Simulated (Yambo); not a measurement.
G0W0@LDA for CsOH (space group Cmc2_1, No. 36) in Yambo. Reference settings: 4×4×2 Γ-centred k mesh, 156 bands and a 7 Ry block in the screening, 156 bands in G with the Bruneval-Gonze terminator, plasmon pole fitted at 27.2 eV. The LDA gap Γ → Γ on this mesh is 3.60 eV; G0W0 gaps are taken between the same points.

With and without the terminator, as bands are cut:

| bands in G (in W) | gap, terminator (eV) | gap, none (eV) | valence shift, terminator (eV) | valence shift, none (eV) |
|---|---|---|---|---|
| 37 (37) | 6.127 | 6.091 | -0.894 | -0.585 |
| 58 (58) | 5.903 | 5.831 | -0.965 | -0.658 |
| 86 (86) | 5.826 | 5.714 | -1.088 | -0.810 |

Over this range the gap spans 0.301 eV with the terminator and 0.377 eV without, the valence shift 0.194 eV and 0.225 eV. Neither column has reached its limit for certain.

Geometry of the Materials Project entry, not relaxed at this level; primitive cell a = b = 6.088 Å, c = 4.504 Å, α = β = 90.00°, γ = 138.41°.

The structure is a Materials Project entry; no match was found in the copy of COD used, and its stability was not checked.

A shift is the quasiparticle energy of the state minus its LDA energy.
